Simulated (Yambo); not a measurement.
**Convergence of the G0W0 gap of HfS2**

G0W0@LDA for HfS2 (CdI2 type, space group P-3m1, No. 164) in Yambo. Reference settings: 6×6×2 Γ-centred k mesh, bands 2 to 157 and a 10 Ry block in the screening, 157 bands in G with the Bruneval-Gonze terminator, plasmon pole fitted at 27.2 eV. The LDA gap Γ → L on this mesh is 1.08 eV; G0W0 gaps are taken between the same points.

```json
[
 {"change from the reference": "reference settings", "G0W0 gap Γ → L (eV)": "2.38", "shift of the valence edge (eV)": "-0.77", "rough Yambo cost": "1"},
 {"change from the reference": "54 bands in G", "G0W0 gap Γ → L (eV)": "2.39", "shift of the valence edge (eV)": "-0.74", "rough Yambo cost": "–"},
 {"change from the reference": "wavefunctions cut at 25 Ry", "G0W0 gap Γ → L (eV)": "2.38", "shift of the valence edge (eV)": "-0.77", "rough Yambo cost": "within a factor of two"},
 {"change from the reference": "no point-group symmetry", "G0W0 gap Γ → L (eV)": "2.37", "shift of the valence edge (eV)": "-0.76", "rough Yambo cost": "about 2×"},
 {"change from the reference": "54 bands in G, no terminator", "G0W0 gap Γ → L (eV)": "2.39", "shift of the valence edge (eV)": "-0.29", "rough Yambo cost": "–"},
 {"change from the reference": "no terminator", "G0W0 gap Γ → L (eV)": "2.38", "shift of the valence edge (eV)": "-0.68", "rough Yambo cost": "–"}
]
```

The reference isn't shown to be the converged limit. Costs are rough (shared machines), scaled to the same edge states, and given only for runs that recompute the screening.

Without spin-orbit coupling, band edges of such heavy elements can be off by tenths of an eV.

Geometry of the Materials Project entry, not relaxed at this level; primitive cell a = b = 3.640 Å, c = 6.056 Å, α = β = 90.00°, γ = 120.00°.

A shift is the quasiparticle energy of the state minus its LDA energy.

The distance between layers or molecules is the database entry's, not relaxed here. Functionals without dispersion can leave it too large, which widens gaps and weakens the response across layers: the numbers belong to this cell.
